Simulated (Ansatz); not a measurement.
# MgSc: enthalpy under pressure, worked through

Theory: DFT r2SCAN, scalar-relativistic, plane waves, PAW in Ansatz. Settings: 500 eV cutoff, 12×12×12 k-mesh, Gaussian smearing of 0.10 eV, no spin polarisation.

Starting point, cell and atoms relaxed:

```
CELL_PARAMETERS angstrom
3.59835 0.00000 0.00000
0.00000 3.59835 0.00000
0.00000 0.00000 3.59835
ATOMIC_POSITIONS crystal
Mg 0.00000 0.00000 0.00000
Sc 0.50000 0.50000 0.50000
```

Cell and atoms were relaxed at each target pressure within the start's symmetry (Pm-3m), at zero temperature; other phases can be more stable under pressure. H = E + PV with P the target; E is the free energy at the smearing used, whose derivative the pressure is, per atom and counted from zero pressure. The mesh named is that at zero pressure; some other pressures ran on another.

```
P (GPa) V (Å³/atom) E − E0 (meV) H − H0 (meV)
      0       23.296           0.0           0.0
      1       22.863           1.3         144.0
      4       21.744          18.5         561.4
     12       19.654         119.4        1591.4
     25       17.422         369.9        3088.5
     50       14.814         960.7        5583.7
     90       12.483        1951.0        8963.2
```

Thermodynamics gives dH/dP = V along a relaxed path. Integrate V over P by the trapezoid rule and compare with the computed enthalpies.

With 1 eV/Å³ = 160.22 GPa, each step adds the mean volume times ΔP / 160.22:
```tsv
P (GPa)	∫V dP (meV)	H − H0 (meV)	difference (meV)
1	144.1	144.0	0.0
4	561.7	561.4	0.3
12	1595.2	1591.4	3.8
25	3099.4	3088.5	10.9
50	5614.4	5583.7	30.7
90	9021.8	8963.2	58.6
```

V(P) curves upward, so the trapezoid rule runs high; integrating a smooth curve through the same points puts that excess at about 58.7 meV at 90 GPa, against the 58.6 meV found.

At 90 GPa, how much of the enthalpy change is stored energy and how much is the PV term?

E rises by 1951 meV/atom and PV is 90 × 12.483 / 160.22 = 7012 meV/atom, so PV makes 78 % of ΔH. So between rival structures at high pressure a small difference in volume can outweigh the difference in energy: 1 % of this volume is worth 70.1 meV/atom at this pressure.

What bulk modulus do the lowest pressures give?

From the pressures that the runs reached, -1.05 GPa (23.785 Å³) and 1.00 GPa (22.863 Å³), B = −ΔP/Δln V = 2.05 / 0.0395 = 52 GPa, a mean over that range.